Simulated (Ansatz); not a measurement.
Al (fcc, Cu type)

```yaml
crystal:
  lattice:
    - [0.00000, 2.01999, 2.01999]
    - [2.01999, 0.00000, 2.01999]
    - [2.01999, 2.01999, 0.00000]
  atoms:
    - { symbol: Al, position: [0.00000, 0.00000, 0.00000] }
```

Method: PBE (plane waves to 420 eV, PAW, scalar-relativistic; Ansatz, a program for electronic structure). DFPT wavenumbers on a 20×20×20 k mesh, in cm⁻¹ and rounded to 5; i marks imaginary ones, q is in fractions of the reciprocal vectors of the cell shown, and the three acoustic modes at Γ are left out. The program warned that its band solver left a few bands short of their tolerance. Al was relaxed with its symmetry unable to fall. The PAW data are Ansatz's earlier set.

Does any mode at L = (0.5, 0.0, 0.0), X = (0.5, 0.5, 0.0) come out imaginary?

No imaginary mode at these points (lowest 135 cm⁻¹ at L = (0.5, 0.0, 0.0)); other wave vectors were not tested.

List the wavenumbers at L = (0.5, 0.0, 0.0), X = (0.5, 0.5, 0.0), with degeneracies.


| q | wavenumbers (cm⁻¹) |
|---|---|
| L = (0.5, 0.0, 0.0) | 135 (×2), 320 |
| X = (0.5, 0.5, 0.0) | 190 (×2), 320 |
